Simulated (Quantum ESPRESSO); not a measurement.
```cif
data_Pb4Te4
_chemical_formula_sum 'Te4 Pb4'
_space_group_name_H-M_alt 'Fm-3m'
_space_group_IT_number 225
_space_group_name_Hall '-F 4 2 3'
_cell_length_a 6.54179
_cell_length_b 6.54179
_cell_length_c 6.54179
_cell_angle_alpha 90.000
_cell_angle_beta 90.000
_cell_angle_gamma 90.000
loop_
_atom_site_label
_atom_site_type_symbol
_atom_site_symmetry_multiplicity
_atom_site_Wyckoff_symbol
_atom_site_fract_x
_atom_site_fract_y
_atom_site_fract_z
_atom_site_occupancy
Te1 Te 4 a 0.00000 0.00000 0.00000 1
Pb1 Pb 4 b 0.50000 0.50000 0.50000 1
```
(The calculation used a cell of 2 atoms; values per cell refer to that cell.)

The geometry is that of Materials Project entry mp-19717, symmetrised and not relaxed again.

Q: What does norm-conserving PBEsol (Quantum ESPRESSO, 82 Ry, scalar-relativistic) give for the electronic structure near the Fermi level?

A: The PBEsol gap is direct, 0.74 eV at L. Spin-orbit coupling is left out; with 6p states at a band edge it can lower the gap by many tenths of an eV, most of a small gap.
